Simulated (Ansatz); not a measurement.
Si:
```
CELL_PARAMETERS angstrom
      0.00000     2.71441     2.71441
      2.71441     0.00000     2.71441
      2.71441     2.71441     0.00000
ATOMIC_POSITIONS crystal
  Si 0.50000 0.50000 0.50000
  Si 0.75000 0.75000 0.75000
```

Relaxed with r²SCAN+D4 in the plane-wave PAW code Ansatz. Indices refer to the conventional cell of Fd-3m, a = 5.429 Å, b = 5.429 Å, c = 5.429 Å, α = 90.00°, β = 90.00°, γ = 90.00°.

**Question.** Simulate the powder diffraction pattern (Cu Kα, λ = 1.54184 Å; lines above 1 %) up to 2θ = 90°.

**Answer.** Simulated powder pattern, Cu Kα, λ = 1.54184 Å (kinematic, ideal powder, no thermal factors, no anomalous dispersion; the 30 strongest lines at most, above 1 %, up to 2θ = 90°):

```json
[
 {"2θ (°)": "28.48", "d (Å)": "3.134", "I/Imax (%)": "100", "hkl": "(111)"},
 {"2θ (°)": "47.36", "d (Å)": "1.919", "I/Imax (%)": "67", "hkl": "(220)"},
 {"2θ (°)": "56.20", "d (Å)": "1.637", "I/Imax (%)": "40", "hkl": "(311)"},
 {"2θ (°)": "69.22", "d (Å)": "1.357", "I/Imax (%)": "11", "hkl": "(400)"},
 {"2θ (°)": "76.48", "d (Å)": "1.245", "I/Imax (%)": "16", "hkl": "(331)"},
 {"2θ (°)": "88.16", "d (Å)": "1.108", "I/Imax (%)": "23", "hkl": "(422)"}
]
```

The r²SCAN+D4 relaxation kept the symmetry of its start.

Potentials: the earlier of the program's two PAW sets.
